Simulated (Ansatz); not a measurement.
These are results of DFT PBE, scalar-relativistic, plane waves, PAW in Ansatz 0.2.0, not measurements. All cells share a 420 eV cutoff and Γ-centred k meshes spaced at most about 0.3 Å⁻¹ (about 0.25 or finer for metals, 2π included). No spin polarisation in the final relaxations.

Temperature and zero-point effects are left out. All come from trial cells, and lower structures may exist.

Task: These unrelaxed guesses for Ca3Si2N are each relaxed within their symmetry. Order them by the energy at which they end, lowest first.
A.

```cif
data_structure
_symmetry_space_group_name_H-M 'P-4m2'
_symmetry_Int_Tables_number 115
_cell_length_a 3.6900
_cell_length_b 3.6900
_cell_length_c 8.1291
_cell_angle_alpha 90.000
_cell_angle_beta 90.000
_cell_angle_gamma 90.000
_cell_volume 110.69
loop_
_atom_site_label
_atom_site_type_symbol
_atom_site_symmetry_multiplicity
_atom_site_Wyckoff_symbol
_atom_site_fract_x
_atom_site_fract_y
_atom_site_fract_z
_atom_site_occupancy
Ca1 Ca 1 b 0.50000 0.50000 0.00000 1
Ca2 Ca 2 g 0.00000 0.50000 0.37863 1
Si1 Si 2 g 0.00000 0.50000 0.73761 1
N1 N 1 a 0.00000 0.00000 0.00000 1
```

B.

```cif
data_structure
_symmetry_space_group_name_H-M 'Fmmm'
_symmetry_Int_Tables_number 69
_cell_length_a 5.1298
_cell_length_b 8.8439
_cell_length_c 10.0158
_cell_angle_alpha 90.000
_cell_angle_beta 90.000
_cell_angle_gamma 90.000
_cell_volume 454.39
loop_
_atom_site_label
_atom_site_type_symbol
_atom_site_symmetry_multiplicity
_atom_site_Wyckoff_symbol
_atom_site_fract_x
_atom_site_fract_y
_atom_site_fract_z
_atom_site_occupancy
Ca1 Ca 8 h 0.50000 0.16896 0.00000 1
Ca2 Ca 4 a 0.00000 0.00000 0.00000 1
Si1 Si 8 d 0.25000 0.00000 0.25000 1
N1 N 4 b 0.50000 0.00000 0.00000 1
```

C.

```cif
data_structure
_symmetry_space_group_name_H-M 'P4mm'
_symmetry_Int_Tables_number 99
_cell_length_a 5.0714
_cell_length_b 5.0714
_cell_length_c 4.6158
_cell_angle_alpha 90.000
_cell_angle_beta 90.000
_cell_angle_gamma 90.000
_cell_volume 118.71
loop_
_atom_site_label
_atom_site_type_symbol
_atom_site_symmetry_multiplicity
_atom_site_Wyckoff_symbol
_atom_site_fract_x
_atom_site_fract_y
_atom_site_fract_z
_atom_site_occupancy
Ca1 Ca 1 a 0.00000 0.00000 0.65827 1
Ca2 Ca 2 c 0.50000 0.00000 0.21361 1
Si1 Si 2 c 0.50000 0.00000 0.63332 1
N1 N 1 a 0.00000 0.00000 0.04725 1
```

D.

```cif
data_structure
_symmetry_space_group_name_H-M 'P4mm'
_symmetry_Int_Tables_number 99
_cell_length_a 4.4321
_cell_length_b 4.4321
_cell_length_c 6.2867
_cell_angle_alpha 90.000
_cell_angle_beta 90.000
_cell_angle_gamma 90.000
_cell_volume 123.49
loop_
_atom_site_label
_atom_site_type_symbol
_atom_site_symmetry_multiplicity
_atom_site_Wyckoff_symbol
_atom_site_fract_x
_atom_site_fract_y
_atom_site_fract_z
_atom_site_occupancy
Ca1 Ca 1 a 0.00000 0.00000 0.87763 1
Ca2 Ca 2 c 0.00000 0.50000 0.34158 1
Si1 Si 1 b 0.50000 0.50000 0.07431 1
Si2 Si 1 a 0.00000 0.00000 0.53125 1
N1 N 1 b 0.50000 0.50000 0.65882 1
```

Result: D (ends in P4mm, 0 meV/atom), C (ends in P4mm, 117 meV/atom), A (ends in P-4m2, 0.32 eV/atom), B (ends in Fmmm, 0.34 eV/atom).

Cells relaxed within their symmetry can be saddle points. Some types were kept out of the candidates beforehand, so the set may lack a known form.
